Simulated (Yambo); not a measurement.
**Convergence of the G0W0 gap of Y₂CN₂O₂**

G0W0@PBEsol for Y2CN2O2 (space group P-3m1, No. 164) in Yambo. Reference settings: 3×3×1 Γ-centred k mesh, 146 bands and a 7 Ry block in the screening, 146 bands in G with the Bruneval-Gonze terminator, plasmon pole fitted at 27.2 eV. The PBEsol gap Γ → Γ on this mesh is 3.91 eV; G0W0 gaps are taken between the same points.

```
change from the reference                                G0W0 gap Γ → Γ (eV)  shift of the valence edge (eV)        rough Yambo cost
-------------------------------------------------------  -------------------  ------------------------------  ----------------------
reference settings                                                      5.17                           -0.70                       1
41 bands in W, 41 bands in G                                            5.61                           -0.38               about 1/3
85 bands in W, 85 bands in G                                            5.19                           -0.58  within a factor of two
wavefunctions cut at 50 Ry                                              5.17                           -0.70  within a factor of two
exchange cut at 20 Ry                                                   5.03                           -0.54                       –
41 bands in W, 41 bands in G, 3 Ry block                                5.48                           -0.32               about 1/3
41 bands in W, 41 bands in G, 4 Ry block                                5.53                           -0.34               about 1/2
2 Ry block                                                              4.84                           -0.45  within a factor of two
85 bands in W, 85 bands in G, 6 Ry block                                5.18                           -0.58  within a factor of two
4 Ry block                                                              4.97                           -0.55  within a factor of two
115 bands in W, 115 bands in G, 6 Ry block                              5.17                           -0.65  within a factor of two
115 bands in W, 115 bands in G, 4 Ry block                              4.98                           -0.52  within a factor of two
6 Ry block                                                              5.16                           -0.69  within a factor of two
6×6×2 mesh                                                              5.22                           -0.79               about 30×
41 bands in W, 41 bands in G, 3 Ry block, no terminator                 5.47                           -0.06               about 1/2
```

The reference isn't shown to be the converged limit. Costs are rough (shared machines), scaled to the same edge states, and given only for runs that recompute the screening.

Geometry of the Materials Project entry, not relaxed at this level; primitive cell a = b = 3.6990 Å, c = 8.1689 Å, α = β = 90.00°, γ = 120.00°.

The structure is a Materials Project entry; no match was found in the copy of COD used, and its stability was not checked.

A shift is the quasiparticle energy of the state minus its PBEsol energy.
